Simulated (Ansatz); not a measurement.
An Ansatz (a first-principles code) input:

Ansatz 0.2 input:
```yaml
crystal:
  lattice:
    - [4.8498928383, 0.0, 0.0]
    - [0.0, 4.8498928383, 0.0]
    - [0.0, 0.0, 4.8498928383]
  atoms:
    - { symbol: Al, position: [0.8443504597, 0.8443504597, 0.8443504597] }
    - { symbol: Al, position: [0.6556495403, 0.1556495403, 0.3443504597] }
    - { symbol: Al, position: [0.3443504597, 0.6556495403, 0.1556495403] }
    - { symbol: Al, position: [0.1556495403, 0.3443504597, 0.6556495403] }
    - { symbol: Pd, position: [0.1475361814, 0.1475361814, 0.1475361814] }
    - { symbol: Pd, position: [0.3524638186, 0.8524638186, 0.6475361814] }
    - { symbol: Pd, position: [0.6475361814, 0.3524638186, 0.8524638186] }
    - { symbol: Pd, position: [0.8524638186, 0.6475361814, 0.3524638186] }
kpoints:
  mp_grid: { grid: [6, 6, 6] }
  band_path:
    path:
      - [[0.0, 0.0, 0.0], [0.0, 0.5, 0.0], [0.5, 0.5, 0.0], [0.0, 0.0, 0.0], [0.5, 0.5, 0.5], [0.0, 0.5, 0.0]]  # Γ-X-M-Γ-R-X
      - [[0.5, 0.5, 0.5], [0.5, 0.5, 0.0], [0.5, 0.0, 0.0]]  # R-M-X_1
    npoints: 10
basis: { xc_grid: 2 }
hamiltonian:
  xc: pbesol
  pseudopotentials: { azcp: { folder: ./paw }, kind: paw_fr }
magnetization: { noncollinear: true, spin_orbit: true }
scf:
  n_extra_bands: 16
  convergence: { dr2_threshold: 0.0000000001 }
  occupations: { method: gaussian, width: 0.05 }
output: { eigenvalues: true }
```

Task: How many symmetry operations and irreducible k-points will the run report?

Result: 12 operations, 24 of 216 k-points.

Task: With a cutoff of 420 eV, how many plane waves at Γ?

Result: 2205.

It took very roughly 2.7 core-minutes on shared server cores.

Space group P2_13. The workflow started from a Materials Project entry (that database holds measured and hypothetical structures alike); the Crystallography Open Database copy checked does not list it. With Al and Pd taken as one species the cell has the higher symmetry Pa-3, so it may be an ordered model of a mixed-site phase. Its standing as an ambient phase is unchecked. Symmetry was held in the PBEsol relaxation; of distortions, only those at the zone centre were tested. No spin polarisation was allowed.

Potentials: the earlier of the program's two PAW sets.

Ansatz is a plane-wave DFT program.
